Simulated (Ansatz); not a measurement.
LuTe (rock salt, Fm-3m), PBEsol in the plane-wave PAW code Ansatz, all energies at zero smearing, with the estimated change up to a 700 eV cutoff added, with one set of potentials and settings (totals compare only within such a set). Cell of 2 atoms (1 Te, 1 Lu): -21515.220 eV.

| element | reference phase | E (eV/atom) |
|---|---|---|
| Te | P3_121, 3 atoms in the cell | -6901.5142 |
| Lu | P6_3/mmc, 2 atoms in the cell | -14611.4863 |

Formation energy per atom, worked out: (-21515.220 − 1×(-6901.5142) − 1×(-14611.4863))/2 = -1.110 eV/atom (-107 kJ per mol of atoms), at 0 K, without zero-point energy or fitted corrections.

The workflow started from an entry of the Crystallography Open Database (COD). Its standing as an ambient phase is unchecked. The cell was relaxed with PBEsol under the symmetry of its start; its stability against distortions is not shown here. The references are the lowest solids computed at this level, not always the standard phases. Scalar-relativistic: spin–orbit coupling is off unless named, which matters more the heavier the elements.

Potentials: the later of the program's two PAW sets.
